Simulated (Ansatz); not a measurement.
A geometry of La2O3 away from equilibrium: step 5 of the relaxation of a generated trial cell of La2O3 in the AFLOW prototype A2B3_tP10_127_g_ah (D5_a). Method: PBE (plane waves to 420 eV, PAW, scalar-relativistic; Ansatz, a first-principles code). Γ-centred k-mesh 4×4×7 on the run's cell (coarser than for final values), Fermi–Dirac smearing 0.05 eV. The plane waves were selected for a different cell earlier on the path.

```
La2O3
1.0
    6.61741     0.00000     0.00000
    0.00000     6.61741     0.00000
    0.00000     0.00000     3.42182
O La
6 4
Direct
  0.00000   0.00000   0.00000
  0.50000   0.50000   0.00000
  0.14098   0.64098   0.50000
  0.64098   0.85902   0.50000
  0.35902   0.14098   0.50000
  0.85902   0.35902   0.50000
  0.33143   0.83143   0.00000
  0.83143   0.66857   0.00000
  0.16857   0.33143   0.00000
  0.66857   0.16857   0.00000
```

Task: Give the Cartesian forces on all atoms (eV/Å).

Result: 
```
atom     Fx     Fy    Fz
----  -----  -----  ----
O1     0.00   0.00  0.00
O2     0.00   0.00  0.00
O3     0.12   0.12  0.00
O4     0.12  -0.12  0.00
O5    -0.12   0.12  0.00
O6    -0.12  -0.12  0.00
La7   -0.82  -0.82  0.00
La8   -0.82   0.82  0.00
La9    0.82  -0.82  0.00
La10   0.82   0.82  0.00
```

The path ends in P4/mbm (No. 127). No spin polarisation in the result.

The run could not lose the symmetry of its start: the end is stationary, and may be a saddle point rather than a minimum.

The end of the path is a generated cell of La2O3: the first start was made by placing the elements on the sites of a structure type, and the end was not matched to a known phase here, so it may be hypothetical. Known forms of La2O3 include space group No. 164.
